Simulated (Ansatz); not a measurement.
**Data sheet: MoP (DFT)**

MoP:
```yaml
crystal:
  lattice:
    - [3.19121, 0.00000, 0.00000]
    - [-1.59560, 2.76366, 0.00000]
    - [0.00000, 0.00000, 3.15667]
  atoms:
    - { symbol: Mo, position: [0.00000, 0.00000, 0.00000] }
    - { symbol: P, position: [0.66667, 0.33333, 0.50000] }
```

Space group P-6m2 (No. 187); conventional cell a = 3.191 Å, b = 3.191 Å, c = 3.157 Å, α = 90.00°, β = 90.00°, γ = 120.00°.

Method: DFT-LDA in the program Ansatz with PAW potentials. The cell and atoms are relaxed at this level. Other levels are named where they apply.

**Cell and energy**

```json
{
  "volume_per_atom": "13.92 Å³",
  "density": "7.57 g/cm³",
  "Formation energy from the elements (no fitted shifts)": "-0.78 eV/atom"
}
```

**Electronic structure**

```json
{
 "electronic_character": "metallic (no gap)",
 "Density of states at the Fermi level": "0.37 states/eV per atom (mean over ±0.08 eV)"
}
```

**Mechanics**

```json
{
  "Bulk modulus (Birch–Murnaghan fit)": "241 GPa",
  "Pressure derivative B′": "4.3",
  "Elastic constants (relaxed ions, GPa)": "C11 = 377, C12 = 138, C13 = 174, C33 = 533, C44 = 190",
  "mechanical_stability": "stable (all eigenvalues of C positive)",
  "hill_bulk_and_shear_moduli": "246 and 149 GPa",
  "Young's modulus": "373 GPa",
  "Poisson's ratio": "0.25",
  "debye_temperature_from_the_elastic_constants": "610 K"
}
```

**Phonons**

```json
{
 "highest_zone_centre_frequency": "51.4 meV",
 "zone_centre_stability": "no imaginary mode at Γ"
}
```

Symmetry was held in the LDA relaxation. No spin polarisation was allowed. As this level gives no gap, shear constants depend on the k-mesh and smearing (Fermi–Dirac, 0.1 eV here). As this level gives no gap, phonon frequencies hold no LO–TO term and depend on the k-mesh and smearing (Fermi–Dirac, 0.1 eV here). The references are the lowest solids computed at this level, not always the standard phases. Scalar-relativistic: spin–orbit coupling is off unless named, which matters more the heavier the elements.

Potentials: the later of the program's two PAW sets.
